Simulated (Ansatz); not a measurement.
## What a trial cell of B3As relaxes into

Theory: DFT PBE, scalar-relativistic, plane waves, PAW in Ansatz. Cutoff 420 eV, Gaussian smearing, Γ-centred meshes. Cell and atoms relax first on a coarse mesh and then on a finer one. In between, the cell is made exact in the group found at 0.06 Å. In metals the finer mesh still leaves noise of several meV/atom or more. The steps can't lower the symmetry of their start. No spin polarisation.

The cell of B3As is invented: random cell by space group and Wyckoff sites (P-62m, No. 189). The dimensions are guesses.

```
B As
1.0
     3.64616    0.00000    0.00000
    -1.82308    3.15767    0.00000
     0.00000    0.00000    4.78969
B As
3 1
Direct
  0.51991 0.00000 0.00000
  0.00000 0.51991 0.00000
  0.48009 0.48009 0.00000
  0.00000 0.00000 0.50000
```

Energies over the elements count from the elements' standard structures at the same level, with no fitted energy shifts.

**Question.** Which structure results?

**Answer.** The symmetry goes from P-62m (No. 189) to P6/mmm (No. 191). The volume per atom shrinks by 26.1 %, from 13.8 to 10.2 Å³. The shortest distance goes from 1.83 Å (B–B) to 1.72 Å (B–B). The energy falls by about 0.31 eV/atom (the start's value is from the coarse mesh). Conventional cell: a = 3.435 Å, c = 3.986 Å. Around B lie 4 B at 1.72 Å and 4 As at 2.63 Å; As has 12 B at 2.63 Å.

```cif
data_structure
_symmetry_space_group_name_H-M 'P6/mmm'
_symmetry_Int_Tables_number 191
_cell_length_a 3.4350
_cell_length_b 3.4350
_cell_length_c 3.9856
_cell_angle_alpha 90.000
_cell_angle_beta 90.000
_cell_angle_gamma 120.000
_cell_volume 40.73
loop_
_atom_site_label
_atom_site_type_symbol
_atom_site_symmetry_multiplicity
_atom_site_Wyckoff_symbol
_atom_site_fract_x
_atom_site_fract_y
_atom_site_fract_z
_atom_site_occupancy
B1 B 3 f 0.50000 0.00000 0.00000 1
As1 As 1 b 0.00000 0.00000 0.50000 1
```

**Question.** How does it come out in energy, and is it a metal?

**Answer.** The energy over the elements is +0.67 eV/atom and the gap on the 18×18×12 mesh of the 4-atom cell is 0 eV (a metal).

It can't be a ground state, since the elements alone are lower.

The last run used Gaussian smearing of 0.10 eV. The reference form of As is held partly by dispersion forces, which this level lacks. Symmetry constrained the relaxation, so the result can be a saddle point.
